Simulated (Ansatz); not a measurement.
VSi2 (CrSi2 type, space group P6_222)

```xyz
9
Lattice="4.5661 0.0000 0.0000 -2.2831 3.9544 0.0000 0.0000 0.0000 6.3662" Properties=species:S:1:pos:R:3 pbc="T T T"
V      2.2831     0.0000     3.1831
V      1.1415     1.9772     5.3052
V     -1.1415     1.9772     1.0610
Si     0.0000     1.2878     3.1831
Si     3.4508     0.6439     5.3052
Si     1.1677     3.3104     1.0610
Si     2.2831     2.6665     3.1831
Si    -1.1677     3.3104     5.3052
Si     1.1153     0.6439     1.0610
```

The slice is a (1 -1 0 0) plane (indices of the conventional cell) through the point (0.000, 0.500, 0.167) (fractional), spanned by u = [110] and v = [001] in vectors of this cell: u (4.57 Å) and v (6.37 Å, at 90° to u). It covers one period; positions are fractions (u, v).

Computed with PBE (plane waves to 420 eV, PAW, scalar-relativistic; Ansatz, an electronic-structure program). k mesh 12×12×8. Inside the PAW spheres the values are not all-electron values, and peaks at nuclei hang on which shells count as valence. VSi2 is run without spin polarisation. VSi2 was relaxed with its symmetry unable to fall.

Three fields on this plane, each scaled to ten steps between its own extremes (0 low, 9 high; the total valence density on a logarithmic scale, the potential cut 8 eV below its top; x marks points blanked near nuclei; v = 0 in the bottom row):

Map A
```
|xxxx7445555447xxx|
|xxxx5433333345xxx|
|xxx754310013457xx|
|98877531001357788|
|67899753113579987|
|789xxxx5335xxxx98|
|78xxxxx7557xxxxx8|
|78xxxxx8778xxxxx8|
|56xxxxx9889xxxxx6|
|246xxxx9779xxxx64|
|01468997777998641|
|00246778888776420|
|0123569xxxx965321|
|233348xxxxxx84333|
|55445xxxxxxxx5445|
|77655xxxxxxxx5567|
|77655xxxxxxxx5567|
|775447xxxxxx74457|
|6653338xxxx833356|
|97532246886422357|
|xxx533456654335xx|
|xxxx4456776544xxx|
|xxxx7557777557xxx|
|xxxx8556776558xxx|
```

Map B
```
|xxxx3787667873xxx|
|xxxx5898778985xxx|
|xxx379999999973xx|
|02456789999876542|
|66532257887522356|
|762xxxx4774xxxx26|
|64xxxxx1551xxxxx4|
|53xxxxx0550xxxxx3|
|63xxxxx1661xxxxx3|
|761xxxx4774xxxx16|
|98632245665422368|
|99987643113467899|
|9999850xxxx058999|
|789972xxxxxx27998|
|66886xxxxxxxx6886|
|56785xxxxxxxx5876|
|67886xxxxxxxx6887|
|789982xxxxxx28998|
|6789960xxxx069987|
|02589974114799852|
|xxx489986689984xx|
|xxxx6998778996xxx|
|xxxx3887667883xxx|
|xxxx2787557872xxx|
```

Map C
```
|xxxx0244444420xxx|
|xxxx1333223331xxx|
|xxx134321123431xx|
|00257642002467520|
|35799852112589975|
|789xxxx4224xxxx98|
|88xxxxx6446xxxxx8|
|67xxxxx8778xxxxx7|
|45xxxxx9889xxxxx5|
|235xxxx9779xxxx53|
|01479986446899741|
|01357641001467531|
|0124420xxxx024421|
|223320xxxxxx02332|
|44441xxxxxxxx1444|
|66641xxxxxxxx1466|
|87751xxxxxxxx1577|
|777520xxxxxx02577|
|3444310xxxx013444|
|00023310000133200|
|xxx024443344420xx|
|xxxx1467777641xxx|
|xxxx0367887630xxx|
|xxxx0356666530xxx|
```

Q: Assign the maps to these fields: electron localisation function (ELF); valence electron density; electrostatic potential energy of an electron, from the cell's mean.

A: A is the valence electron density; B is the electrostatic potential energy of an electron, from the cell's mean; C is the electron localisation function (ELF).
